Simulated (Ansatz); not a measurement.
Ge, DFT, PBEsol, all-electron LAPW, scalar-relativistic (Ansatz 0.2.0), run on 1 thread of Arm Neoverse V2 on a shared host.

The cell is the one relaxed in the Materials Project (mp-1007760), not relaxed further here; entries there can be hypothetical. The listed cell was then made from it by scaling, straining or moving an atom.

Command: `ansatz run input.yaml --threads 1 --pin off --max-ram 6144MiB --backend cpu --events-out ev --progress --plain --runs-dir out`

```yaml
crystal:
  lattice:
    - [3.9159795603, 0.0, 0.0]
    - [-1.9579897802, 3.39133778, 0.0]
    - [0.0, 0.0, 6.464658966]
  atoms:
    - { symbol: Ge, position: [0.6666666667, 0.3333333333, 0.06290125] }
    - { symbol: Ge, position: [0.3333333333, 0.6666666667, 0.56290125] }
    - { symbol: Ge, position: [0.6666666667, 0.3333333333, 0.43709875] }
    - { symbol: Ge, position: [0.3333333333, 0.6666666667, 0.93709875] }
kpoints:
  mp_grid: { grid: [11, 11, 6] }
  band_path:
    path:
      - [0.0, 0.0, 0.0]
      - [0.5, 0.0, 0.0]
      - [0.3333333333, 0.3333333333, 0.0]
      - [0.0, 0.0, 0.0]
      - [0.0, 0.0, 0.5]
      - [0.5, 0.0, 0.5]
      - [0.3333333333, 0.3333333333, 0.5]
      - [0.0, 0.0, 0.5]
      - [0.5, 0.0, 0.5]
    npoints: 5
scf:
  occupations: { method: fermi_dirac, width: 0.05 }
hamiltonian:
  xc: pbesol
  pseudopotentials: { kind: all_electron, lapw: { basis_error: 0.001 } }
output:
  forces: true
  stress: true
  eigenvalues: true
```

Q: How large is the problem that the program sets up?

A: 64 irreducible k-points, 1177 plane waves at Γ, 53 bands.

Q: About how long does it take, and how much memory does it use?

A: 100 s of wall time for 10 SCF iterations, with a peak of 0.67 GiB. Times on shared machines scatter by tens of per cent.
